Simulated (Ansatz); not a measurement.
Ti: comparing deformations

Computed with DFT PBEsol, scalar-relativistic, plane waves, PAW in Ansatz. Cutoff 420 eV, Γ-centred 20×20×20 k-points, Gaussian smearing of 0.15 eV. No spin polarisation. Energies are free energies at this smearing, counted from the undisturbed cell; pressure is positive in compression.

Zero of the scan (as given, not relaxed at this level; it stands at -0.3 GPa; this fcc form isn't the usual structure):

```
CELL_PARAMETERS angstrom
0.00000 2.03000 2.03000
2.03000 0.00000 2.03000
2.03000 2.03000 0.00000
ATOMIC_POSITIONS crystal
Ti 0.00000 0.00000 0.00000
```

The cell is strained by ε times a Voigt pattern (xx, yy, zz, yz, xz, xy; engineering shear) with fractional coordinates fixed. τ = (1/V0) dE/dε comes from the stress tensor. Of each scan, only the three points used here are listed.

| pattern | ε | τ (GPa) |
| --- | --- | --- |
| (1, -1, 0, 0, 0, 0) | -0.0075 | -0.54 |
| (1, -1, 0, 0, 0, 0) | 0.0000 | 0.00 |
| (1, -1, 0, 0, 0, 0) | 0.0075 | 0.54 |
| (1, 1, 0, 0, 0, 0) | -0.0150 | -6.91 |
| (1, 1, 0, 0, 0, 0) | 0.0000 | 0.57 |
| (1, 1, 0, 0, 0, 0) | 0.0150 | 7.45 |
| (0, 0, 1, 0, 0, 0) | -0.0100 | -1.12 |
| (0, 0, 1, 0, 0, 0) | 0.0000 | 0.28 |
| (0, 0, 1, 0, 0, 0) | 0.0100 | 1.63 |
| (0, 0, 0, 1, 0, 0) | -0.0187 | -1.12 |
| (0, 0, 0, 1, 0, 0) | 0.0000 | 0.00 |
| (0, 0, 0, 1, 0, 0) | 0.0187 | 1.12 |
| (0, 0, 0, 0, 0, 1) | -0.0125 | -0.75 |
| (0, 0, 0, 0, 0, 1) | 0.0000 | 0.00 |
| (0, 0, 0, 0, 0, 1) | 0.0125 | 0.75 |

Q: Which constants do the scans give, and which deformation costs least for the same size of strain tensor?

A: The slope dτ/dε at zero (parabola through three points) is pᵀCp: (1, -1, 0, 0, 0, 0) gives 2(C11 − C12) = 72 GPa; (1, 1, 0, 0, 0, 0) gives 2(C11 + C12) = 479 GPa; (0, 0, 1, 0, 0, 0) gives C11 = 138 GPa; (0, 0, 0, 1, 0, 0) gives C44 = 60 GPa; (0, 0, 0, 0, 0, 1) gives C44 = 60 GPa. The size of the strain tensor, ε:ε, is ε² times 2.0, 2.0, 1.0, 0.5, 0.5. Per unit of it the stiffnesses are 36, 239, 138, 120, 120 GPa, so (1, -1, 0, 0, 0, 0) is the softest of these: at ε:ε = (1 %)² the quadratic term costs 0.19 meV/atom against 1.25 for the stiffest.

Q: What else follows for this cubic crystal?

A: From the unrounded slopes C11 = 137.6 and C12 = 101.7 GPa, so B = (C11 + 2 C12)/3 = 114 GPa and the Poisson ratio for a pull along a cube edge is C12/(C11 + C12) = 0.42. Symmetry also asks 2(C11 − C12) = 72 GPa, against 72 from its own scan.

Q: How anisotropic is this cubic crystal?

A: Zener's ratio 2 C44/(C11 − C12) = 3.36; it is 1 for an isotropic solid.

In a metal these slopes depend on the k mesh and the smearing.